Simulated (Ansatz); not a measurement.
A geometry of Fe away from equilibrium: the start of the relaxation of a generated cell, Fe placed in the AFLOW prototype A_hR12_166_2h (as in B). The numbers are results of PBEsol (plane waves to 420 eV, PAW, scalar-relativistic; Ansatz, a program for electronic structure), not measurements. Γ-centred k-mesh 6×6×6 on the run's cell (coarser than for final values), Fermi–Dirac smearing 0.05 eV.

```xyz
12
Lattice="2.8841 1.6651 4.9226 -2.8841 1.6651 4.9226 0.0000 -3.3302 4.9226" Properties=species:S:1:pos:R:3:forces:R:3 pbc="T T T" free_energy=-53369.182 pressure_GPa=45.4
Fe    -1.8657     1.0772     3.3380    3.8804   -2.2404   -3.4925
Fe     0.0000    -2.1543     3.3380    0.0000    4.4808   -3.4925
Fe     1.8657     1.0772     3.3380   -3.8804   -2.2404   -3.4925
Fe     1.8657    -1.0772    11.4298   -3.8804    2.2404    3.4925
Fe     0.0000     2.1543    11.4298    0.0000   -4.4808    3.4925
Fe    -1.8657    -1.0772    11.4298    3.8804    2.2404    3.4925
Fe    -1.1874     0.6855     5.2844    5.0881   -2.9376    0.7758
Fe     0.0000    -1.3711     5.2844    0.0000    5.8752    0.7758
Fe     1.1874     0.6855     5.2844   -5.0881   -2.9376    0.7758
Fe     1.1874    -0.6855     9.4834   -5.0881    2.9376   -0.7758
Fe     0.0000     1.3711     9.4834    0.0000   -5.8752   -0.7758
Fe    -1.1874    -0.6855     9.4834    5.0881    2.9376   -0.7758
```

Positions in Å, forces in eV/Å, free energy of the cell in eV (comparable only within this code, potentials and settings). Largest force: 5.93 eV/Å, on Fe7, Fe8, Fe9, Fe10, Fe11, Fe12 (atoms numbered as listed); the geometry lies 0.45 eV/atom above the end of its relaxation.

Spin-polarised start, with parallel moments on Fe.

No spin polarisation in the result: the starting moments vanished. A magnetic state may lie lower.

The run could not lose the symmetry of its start: the end is stationary, and may be a saddle point rather than a minimum.

The end of the path is a generated cell of Fe: the first start was made by placing the elements on the sites of a structure type, and the end was not matched to a known phase here, so it may be hypothetical. Known forms of Fe include space group No. 229.
